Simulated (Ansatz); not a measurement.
Clean, relaxed (111) surface of Rh, space group Fm-3m (No. 225) (top face towards +c; atoms held fixed, by place in the list: 1, 2):

```
CELL_PARAMETERS angstrom
2.67286 0.00000 0.00000
-1.33643 2.31476 0.00000
0.00000 0.00000 23.54714
ATOMIC_POSITIONS crystal
Rh 0.66667 0.33333 0.36098
Rh 0.33333 0.66667 0.45366
Rh 0.00000 0.00000 0.54456
Rh 0.66667 0.33333 0.63579
```

These are results of DFT PBEsol, scalar-relativistic, plane waves, PAW in Ansatz 0.2.0, not measurements. Plane waves to 420 eV, a k mesh through Γ of 12×12×1 on the computed 4-atom cell and Gaussian smearing (0.10 eV); no spin polarisation. A dipole correction removes the field between periodic images along c.

C (atom) is put at the hollow (Rh-Rh-Rh) at (0.33, 0.67) site, one adsorbate per 6.2 Å², and relaxed. E_ads counts from the clean slab and the free adsorbate (spin-polarised where it has unpaired electrons); negative means bound. Heights count from the highest slab atom after relaxation. Bonded neighbours lie within 1.25 times the sum of covalent radii (1.35 for H) and, on that scale, within 12 % of the closest. With the adsorbate the cell is lengthened along c to keep the vacuum.

Problem. How strongly does it bind, and where does its anchoring atom end?

Solution. -6.08 eV; at (0.33, 0.67), 3 bonded neighbours (Rh).

Problem. How high does its anchoring atom sit over the highest slab atom, and what is the shortest contact with the surface?

Solution. 1.17 Å; C–Rh 1.94 Å.

Problem. The clean face has a work function of 5.28 eV. How does the adsorbate change it?

Solution. By +0.61 eV.

Each end is the local minimum or symmetric point that its start leads to. The slab is only 6.5 Å thick, so the energies aren't converged with thickness.

For at least one of the starts the bottom face's work function also shifts by over 0.1 eV: the slab is too thin to screen the adsorbate, so the work functions aren't converged with thickness.

The adsorbed runs have no spin polarisation, so weakly bound open-shell ends lie too high.